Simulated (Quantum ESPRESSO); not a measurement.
PtSn3Re3Ta, finding a planted mistake in a log

A calculation, not a measurement. The program is pw.x of Quantum ESPRESSO 7.5 (plane-wave density functional theory). The cell is made up: eight metal atoms on a face-centred cubic lattice, with elements, volume, strain and displacements drawn at random and not relaxed, so it may be unstable or far from any real phase. PseudoDojo standard norm-conserving files set the functional (PBE unless stated); there is no spin polarisation or spin-orbit coupling, the Fermi-Dirac width of 0.25 eV means electrons at about 2900 K, and the masses in the input are unused placeholders. The tin pseudopotential is less sure than most, with forces differing by about three percent from a second method on plain tin. Heavy elements are run without spin-orbit coupling, which real alloys of them have. A spin test at this wide smearing found no moment, but such smearing suppresses magnetism that the real alloy may have.

Intended input:

```
&control calculation='scf', pseudo_dir='./dojo.nc.sr.pbe.v0_5.standard.upf', outdir='./o', disk_io='minimal', tprnfor=.true., tstress=.true. /
&system ibrav=0, nat=8, ntyp=4, nbnd=73, ecutwfc=84.00895049, nosym=.true., tot_charge=0,
 occupations='smearing', smearing='fd', degauss=0.0183746611
/
&electrons conv_thr=1.470e-08, electron_maxstep=70, mixing_beta=0.5 /
ATOMIC_SPECIES
Pt 1.0 Pt.upf
Re 1.0 Re.upf
Sn 1.0 Sn.upf
Ta 1.0 Ta.upf
CELL_PARAMETERS angstrom
2.1595 4.185 2.1391
-0.0004 4.2074 -4.3224
-4.2939 4.1842 -0.0236
ATOMIC_POSITIONS angstrom
Pt 0.0703 0.0074 0.0418
Sn -2.1281 2.1953 -0.1101
Sn -0.0045 2.003 -2.1719
Re -2.1145 4.1623 -2.2206
Re -0.0719 4.1875 -0.0756
Re -2.0949 6.2032 -0.0563
Sn -0.0581 6.2566 -2.2699
Ta -2.0655 8.4255 -2.1502
K_POINTS automatic
5 5 5 1 1 1
```

The log is shortened where brackets say so; the opening notice, blank lines, dates and the lines on written files are dropped, and the path of the files is cut. It prints rydbergs, bohrs and kilobars, and counts compression as positive stress. Its total energy is the free energy E - TS of the whole cell.

Log of the intended run:

```
     Program PWSCF v.7.5
     Parallel version (MPI & OpenMP), running on       4 processor cores
     Number of MPI processes:                 4
     Threads/MPI process:                     1
     [start-up lines left out]
     bravais-lattice index     =            0
     lattice parameter (alat)  =       9.7744  a.u.
     unit-cell volume          =    1047.0508 (a.u.)^3
     number of atoms/cell      =            8
     number of atomic types    =            4
     number of electrons       =       118.00
     number of Kohn-Sham states=           73
     kinetic-energy cutoff     =      84.0090  Ry
     charge density cutoff     =     336.0358  Ry
     scf convergence threshold =      1.5E-08
     mixing beta               =       0.5000
     number of iterations used =            8  plain     mixing
     Exchange-correlation= PBE
                           (   1   4   3   4   0   0   0)
     [axes and pseudopotential details left out]
   Cartesian axes
     site n.     atom                  positions (alat units)
         1        Pt     tau(   1) = (   0.0135914   0.0014307   0.0080814  )
         2        Sn     tau(   2) = (  -0.4114361   0.4244282  -0.0212862  )
         3        Sn     tau(   3) = (  -0.0008700   0.3872499  -0.4199042  )
         4        Re     tau(   4) = (  -0.4088068   0.8047181  -0.4293196  )
         5        Re     tau(   5) = (  -0.0139008   0.8095901  -0.0146161  )
         6        Re     tau(   6) = (  -0.4050174   1.1992954  -0.0108848  )
         7        Sn     tau(   7) = (  -0.0112328   1.2096195  -0.4388510  )
         8        Ta     tau(   8) = (  -0.3993334   1.6289437  -0.4157088  )
     number of k points=    63  Fermi-Dirac smearing, width (Ry)=  0.0184
                       cart. coord. in units 2pi/alat
        k(    1) = (  -0.0001787   0.1234360   0.0004877), wk =   0.0320000
        k(    2) = (  -0.1807905   0.1856642   0.0610769), wk =   0.0320000
     [further k points left out]
     Dense  grid:   108909 G-vectors     FFT dimensions: (  60,  72,  72)
     Estimated max dynamical RAM per process >     454.89 MB
     Estimated total dynamical RAM >       1.70 GB
     Initial potential from superposition of free atoms
     starting charge     117.9934, renormalised to     118.0000
     Starting wfcs are   77 randomized atomic wfcs
     total cpu time spent up to now is       14.3 secs
     per-process dynamical memory:   361.4 Mb
     Self-consistent Calculation
     iteration #  1     ecut=    84.01 Ry     beta= 0.50
     Davidson diagonalization with overlap
     ethr =  1.00E-02,  avg # of iterations =  3.1
     Threshold (ethr) on eigenvalues was too large:
     Diagonalizing with lowered threshold
     Davidson diagonalization with overlap
     ethr =  9.28E-04,  avg # of iterations =  1.2
     total cpu time spent up to now is       84.8 secs
     total energy              =   -1384.12121627 Ry
     estimated scf accuracy    <       1.11782500 Ry
     iteration #  2     ecut=    84.01 Ry     beta= 0.50
     Davidson diagonalization with overlap
     ethr =  9.47E-04,  avg # of iterations =  3.1
     total cpu time spent up to now is      129.6 secs
     total energy              =   -1384.10230652 Ry
     estimated scf accuracy    <       6.74835322 Ry
     [iterations 3 to 15 left out]
     iteration # 16     ecut=    84.01 Ry     beta= 0.50
     Davidson diagonalization with overlap
     ethr =  3.17E-11,  avg # of iterations =  1.9
     total cpu time spent up to now is      710.5 secs
     total energy              =   -1384.73630705 Ry
     estimated scf accuracy    <       0.00000002 Ry
     iteration # 17     ecut=    84.01 Ry     beta= 0.50
     Davidson diagonalization with overlap
     ethr =  1.48E-11,  avg # of iterations =  1.0
     total cpu time spent up to now is      746.7 secs
     End of self-consistent calculation
     [lines on levels left out]
!    total energy              =   -1384.73630705 Ry
     estimated scf accuracy    <          4.8E-09 Ry
     smearing contrib. (-TS)   =      -0.11869980 Ry
     internal energy E=F+TS    =   -1384.61760725 Ry
     The total energy is F=E-TS. E is the sum of the following terms:
     one-electron contribution =    -301.61055409 Ry
     hartree contribution      =     222.39145206 Ry
     xc contribution           =    -312.92070965 Ry
     ewald contribution        =    -992.47779556 Ry
     convergence has been achieved in  17 iterations
     Forces acting on atoms (cartesian axes, Ry/au):
     atom    1 type  1   force =     0.00396331   -0.00894048   -0.01255714
     atom    2 type  3   force =    -0.03886731   -0.01618802   -0.02612009
     atom    3 type  3   force =     0.02933018    0.01765666    0.03823624
     atom    4 type  2   force =    -0.02595019    0.01421378    0.01635889
     atom    5 type  2   force =    -0.00891660   -0.00414643   -0.00825633
     atom    6 type  2   force =     0.01314614    0.00095832   -0.01362201
     atom    7 type  3   force =     0.02855366    0.00451450    0.00555912
     atom    8 type  4   force =    -0.00125919   -0.00806834    0.00040132
     Total force =     0.089123     Total SCF correction =     0.000088
     Computing stress (Cartesian axis) and pressure
          total   stress  (Ry/bohr**3)                   (kbar)     P=     -132.59
  -0.00083752   0.00001159  -0.00000232         -123.20        1.70       -0.34
   0.00001159  -0.00095101   0.00010397            1.70     -139.90       15.29
  -0.00000232   0.00010397  -0.00091537           -0.34       15.29     -134.66
     init_run     :     13.19s CPU     13.67s WALL (       1 calls)
     electrons    :    721.06s CPU    732.40s WALL (       1 calls)
     forces       :      4.59s CPU      4.61s WALL (       1 calls)
     stress       :     19.18s CPU     19.58s WALL (       1 calls)
     [timing details left out]
     PWSCF        :  12m38.77s CPU  12m51.04s WALL
     JOB DONE.
```

A second run was made from an input with one planted mistake. Its log:

```
     Program PWSCF v.7.5
     Parallel version (MPI & OpenMP), running on       4 processor cores
     Number of MPI processes:                 4
     Threads/MPI process:                     1
     [start-up lines left out]
     bravais-lattice index     =            0
     lattice parameter (alat)  =       9.7744  a.u.
     unit-cell volume          =    1047.0508 (a.u.)^3
     number of atoms/cell      =            8
     number of atomic types    =            4
     number of electrons       =       118.00
     number of Kohn-Sham states=           73
     kinetic-energy cutoff     =      84.0090  Ry
     charge density cutoff     =     336.0358  Ry
     scf convergence threshold =      1.5E-08
     mixing beta               =       0.5000
     number of iterations used =            8  plain     mixing
     Exchange-correlation= PBESOL
                           (   1   4  10   8   0   0   0)
     [axes and pseudopotential details left out]
   Cartesian axes
     site n.     atom                  positions (alat units)
         1        Pt     tau(   1) = (   0.0135914   0.0014307   0.0080814  )
         2        Sn     tau(   2) = (  -0.4114361   0.4244282  -0.0212862  )
         3        Sn     tau(   3) = (  -0.0008700   0.3872499  -0.4199042  )
         4        Re     tau(   4) = (  -0.4088068   0.8047181  -0.4293196  )
         5        Re     tau(   5) = (  -0.0139008   0.8095901  -0.0146161  )
         6        Re     tau(   6) = (  -0.4050174   1.1992954  -0.0108848  )
         7        Sn     tau(   7) = (  -0.0112328   1.2096195  -0.4388510  )
         8        Ta     tau(   8) = (  -0.3993334   1.6289437  -0.4157088  )
     number of k points=    63  Fermi-Dirac smearing, width (Ry)=  0.0184
                       cart. coord. in units 2pi/alat
        k(    1) = (  -0.0001787   0.1234360   0.0004877), wk =   0.0320000
        k(    2) = (  -0.1807905   0.1856642   0.0610769), wk =   0.0320000
     [further k points left out]
     Dense  grid:   108909 G-vectors     FFT dimensions: (  60,  72,  72)
     Estimated max dynamical RAM per process >     454.89 MB
     Estimated total dynamical RAM >       1.70 GB
     Initial potential from superposition of free atoms
     starting charge     117.9940, renormalised to     118.0000
     Starting wfcs are   77 randomized atomic wfcs
     total cpu time spent up to now is        6.7 secs
     per-process dynamical memory:   362.1 Mb
     Self-consistent Calculation
     iteration #  1     ecut=    84.01 Ry     beta= 0.50
     Davidson diagonalization with overlap
     ethr =  1.00E-02,  avg # of iterations =  3.1
     Threshold (ethr) on eigenvalues was too large:
     Diagonalizing with lowered threshold
     Davidson diagonalization with overlap
     ethr =  9.50E-04,  avg # of iterations =  1.2
     total cpu time spent up to now is       34.4 secs
     total energy              =   -1382.84142264 Ry
     estimated scf accuracy    <       1.14502895 Ry
     iteration #  2     ecut=    84.01 Ry     beta= 0.50
     Davidson diagonalization with overlap
     ethr =  9.70E-04,  avg # of iterations =  3.0
     total cpu time spent up to now is       50.3 secs
     total energy              =   -1382.84360724 Ry
     estimated scf accuracy    <       6.65333177 Ry
     [iterations 3 to 15 left out]
     iteration # 16     ecut=    84.01 Ry     beta= 0.50
     Davidson diagonalization with overlap
     ethr =  2.63E-11,  avg # of iterations =  2.0
     total cpu time spent up to now is      241.0 secs
     total energy              =   -1383.46968650 Ry
     estimated scf accuracy    <       0.00000002 Ry
     iteration # 17     ecut=    84.01 Ry     beta= 0.50
     Davidson diagonalization with overlap
     ethr =  1.34E-11,  avg # of iterations =  1.0
     total cpu time spent up to now is      252.9 secs
     End of self-consistent calculation
     [lines on levels left out]
!    total energy              =   -1383.46968650 Ry
     estimated scf accuracy    <          3.1E-09 Ry
     smearing contrib. (-TS)   =      -0.11910793 Ry
     internal energy E=F+TS    =   -1383.35057857 Ry
     The total energy is F=E-TS. E is the sum of the following terms:
     one-electron contribution =    -302.58336626 Ry
     hartree contribution      =     222.03928956 Ry
     xc contribution           =    -310.32870631 Ry
     ewald contribution        =    -992.47779556 Ry
     convergence has been achieved in  17 iterations
     Forces acting on atoms (cartesian axes, Ry/au):
     atom    1 type  1   force =     0.00623880   -0.00751889   -0.01199277
     atom    2 type  3   force =    -0.03872771   -0.01404624   -0.02773451
     atom    3 type  3   force =     0.02884974    0.01635663    0.03869870
     atom    4 type  2   force =    -0.02559073    0.01393316    0.01840327
     atom    5 type  2   force =    -0.01206815   -0.00330442   -0.00890150
     atom    6 type  2   force =     0.01432912   -0.00166010   -0.01354795
     atom    7 type  3   force =     0.02718419    0.00333688    0.00487550
     atom    8 type  4   force =    -0.00021526   -0.00709702    0.00019925
     Total force =     0.089121     Total SCF correction =     0.000080
     Computing stress (Cartesian axis) and pressure
          total   stress  (Ry/bohr**3)                   (kbar)     P=     -189.46
  -0.00122471   0.00001165  -0.00000166         -180.16        1.71       -0.24
   0.00001165  -0.00133993   0.00009923            1.71     -197.11       14.60
  -0.00000166   0.00009923  -0.00129914           -0.24       14.60     -191.11
     init_run     :      6.45s CPU      6.67s WALL (       1 calls)
     electrons    :    241.41s CPU    246.19s WALL (       1 calls)
     forces       :      2.71s CPU      2.74s WALL (       1 calls)
     stress       :      9.52s CPU      9.52s WALL (       1 calls)
     [timing details left out]
     PWSCF        :   4m20.18s CPU   4m25.21s WALL
     JOB DONE.
```

Question: the log repeats what the program read. Compare it with the intended run: what was wrong in the second input?

Answer: the files are those of another functional. The input lines that differ:

```
- &control calculation='scf', pseudo_dir='./dojo.nc.sr.pbe.v0_5.standard.upf', outdir='./o', disk_io='minimal', tprnfor=.true., tstress=.true. /
+ &control calculation='scf', pseudo_dir='./dojo.nc.sr.pbesol.v0_4_1.standard.upf', outdir='./o', disk_io='minimal', tprnfor=.true., tstress=.true. /
```

```
                                            intended run  run with the mistake
                          free energy (eV)    -18840.297            -18823.064
         entropy term -TS, part of it (eV)        -1.615                -1.621
                            pressure (GPa)        -13.26                -18.95
size of the largest force component (eV/Å)         0.999                 0.996
largest change of a force component (eV/Å)                               0.081
                                iterations            17                    17
```

For scale, a rerun of the intended cell at a higher cutoff and on a denser mesh moved values by no more than 0.006 eV in energy, 0.02 GPa in stress and 0.004 eV/Å in force, and a second program with other atomic files agreed on that cell to 2 % rms in force and 0.5 GPa in pressure. Files of another functional or element have another zero of energy, so the energy change says nothing on stability.